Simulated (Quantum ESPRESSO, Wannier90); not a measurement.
# TlCl (CsCl type): Wannier90 run

```yaml
crystal:
  lattice:
    - [3.83747, 0.00000, 0.00000]
    - [0.00000, 3.83747, 0.00000]
    - [0.00000, 0.00000, 3.83747]
  atoms:
    - { symbol: Tl, position: [0.00000, 0.00000, 0.00000] }
    - { symbol: Cl, position: [0.50000, 0.50000, 0.50000] }
```

Cell from Materials Project (mp-23167), symmetrised, no further relaxation. COD (Crystallography Open Database) has an entry of this formula and space group (matched by these alone). Level: PBEsol, no spin polarisation, no spin-orbit coupling; pw.x of Quantum ESPRESSO at 50 Ry with PseudoDojo potentials, 8×8×8 k-points, Wannier90. Density: 8×8×8 mesh, cold smearing 0.01 Ry. Spin-orbit coupling is left out although heavy elements are present.

Functional, cutoff and mesh named above are those of the base row (PBEsol); the first column says what each row takes instead. Model: 5 functions from bands 1,7-10, start SCDM (isolated) (the valence bands). Energies are relative to the valence-band maximum; the misfit is to pw.x on a path, for all bands of the set. The functional changes, each with its own PseudoDojo files and their cutoffs, on the same cell. Ω_total can sit in another minimum from row to row; Ω_I of an isolated set cannot.

| functional | Ω_I (Å²) | Ω_total (Å²) | rms misfit (meV) | gap (eV) | bottom of band 1 (eV) |
|---|---|---|---|---|---|
| LDA | 7.35 | 8.21 | 1.2 | 1.87 | -13.66 |
| PBE | 7.09 | 7.93 | 0.9 | 2.09 | -13.76 |
| PBEsol | 7.25 | 8.10 | 1.1 | 1.95 | -13.75 |
